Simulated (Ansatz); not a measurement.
MoN$_{2}$:
```
CELL_PARAMETERS angstrom
      1.48572     0.85778     4.48809
     -1.48572     0.85778     4.48809
      0.00000    -1.71556     4.48809
ATOMIC_POSITIONS crystal
  Mo 0.99976 0.99976 0.99976
  N  0.41362 0.41362 0.41362
  N  0.25264 0.25264 0.25264
```
The run is spin-polarised; directions of the spins, atom by atom: 0 ↑ ↑.

Relaxed with PBEsol.

Which orbitals make up the states near the Fermi level in PBEsol (plane waves, PAW; program Ansatz)?

Within 0.5 eV of the Fermi level: N 2p 62 %, Mo 4d 33 %. Projections are on Löwdin-orthogonalised atomic valence shells; empty p or d shells of many metals are not among them.

Tabulate the density of states.

States/eV per cell of 3 atoms, in 0.25 eV bins, energy from the Fermi level.

| E (eV) | total | N 2p | Mo 4d | N 2s |
|---|---|---|---|---|
| -7.85 | 0.00 | 0.00 | 0.00 | 0.00 |
| -7.60 | 0.00 | 0.00 | 0.00 | 0.00 |
| -7.35 | 0.00 | 0.00 | 0.00 | 0.00 |
| -7.10 | 0.07 | 0.04 | 0.02 | 0.00 |
| -6.85 | 0.32 | 0.18 | 0.11 | 0.01 |
| -6.60 | 0.50 | 0.27 | 0.17 | 0.02 |
| -6.35 | 1.18 | 0.63 | 0.43 | 0.04 |
| -6.10 | 1.79 | 0.94 | 0.68 | 0.07 |
| -5.85 | 2.22 | 1.16 | 0.83 | 0.10 |
| -5.60 | 1.84 | 0.96 | 0.70 | 0.07 |
| -5.35 | 1.50 | 0.79 | 0.60 | 0.05 |
| -5.10 | 2.06 | 1.07 | 0.86 | 0.06 |
| -4.85 | 2.15 | 1.15 | 0.87 | 0.07 |
| -4.60 | 2.35 | 1.34 | 0.85 | 0.08 |
| -4.35 | 2.34 | 1.37 | 0.81 | 0.10 |
| -4.10 | 2.76 | 1.69 | 0.85 | 0.14 |
| -3.85 | 2.20 | 1.34 | 0.70 | 0.11 |
| -3.60 | 2.34 | 1.48 | 0.69 | 0.11 |
| -3.35 | 2.63 | 1.71 | 0.74 | 0.12 |
| -3.10 | 3.05 | 2.05 | 0.83 | 0.10 |
| -2.85 | 2.93 | 2.08 | 0.69 | 0.08 |
| -2.60 | 2.27 | 1.71 | 0.43 | 0.05 |
| -2.35 | 1.58 | 1.26 | 0.23 | 0.03 |
| -2.10 | 1.08 | 0.88 | 0.14 | 0.02 |
| -1.85 | 0.62 | 0.52 | 0.07 | 0.01 |
| -1.60 | 0.19 | 0.16 | 0.01 | 0.01 |
| -1.35 | 0.06 | 0.05 | 0.00 | 0.00 |
| -1.10 | 0.14 | 0.07 | 0.06 | 0.00 |
| -0.85 | 1.40 | 0.66 | 0.70 | 0.02 |
| -0.60 | 2.27 | 1.14 | 1.05 | 0.04 |
| -0.35 | 2.37 | 1.43 | 0.85 | 0.05 |
| -0.10 | 2.02 | 1.09 | 0.84 | 0.05 |
| 0.15 | 1.71 | 1.06 | 0.56 | 0.05 |
| 0.40 | 1.99 | 1.45 | 0.44 | 0.06 |
| 0.65 | 1.31 | 0.96 | 0.29 | 0.04 |
| 0.90 | 1.06 | 0.67 | 0.34 | 0.03 |
| 1.15 | 0.82 | 0.39 | 0.40 | 0.02 |
| 1.40 | 0.71 | 0.28 | 0.41 | 0.01 |
| 1.65 | 0.68 | 0.22 | 0.43 | 0.01 |
| 1.90 | 0.67 | 0.19 | 0.46 | 0.00 |
| 2.15 | 0.66 | 0.16 | 0.48 | 0.00 |
| 2.40 | 0.68 | 0.15 | 0.50 | 0.00 |
| 2.65 | 0.73 | 0.16 | 0.53 | 0.01 |
| 2.90 | 0.68 | 0.16 | 0.50 | 0.00 |
| 3.15 | 0.93 | 0.22 | 0.67 | 0.01 |
| 3.40 | 1.12 | 0.32 | 0.76 | 0.01 |
| 3.65 | 2.33 | 0.74 | 1.43 | 0.10 |
| 3.90 | 2.91 | 0.95 | 1.71 | 0.16 |
| 4.15 | 2.65 | 0.91 | 1.50 | 0.14 |
| 4.40 | 2.54 | 0.94 | 1.38 | 0.13 |
| 4.65 | 2.91 | 1.13 | 1.51 | 0.16 |

Space group R3m. The start of the workflow was typed in or built on a structure type; neither database checked (COD, Materials Project) lists it. Whether it is the stable phase at ambient conditions was not checked. Symmetry was held in the PBEsol relaxation; its stability against distortions is not shown here. Magnetic state: ferromagnetic, the only order run, not a proven ground state. The cell computed holds one magnetic atom, so no antiferromagnetic order was within reach. Its formation energy is positive at this level, so the cell may be metastable or incomplete. No Hubbard U is applied. A crystal of weakly bound layers computed without a dispersion correction: the cell and the soft elastic constants depend strongly on that. Scalar-relativistic: spin–orbit coupling is off unless named, which matters more the heavier the elements.

Potentials: the later of the program's two PAW sets.
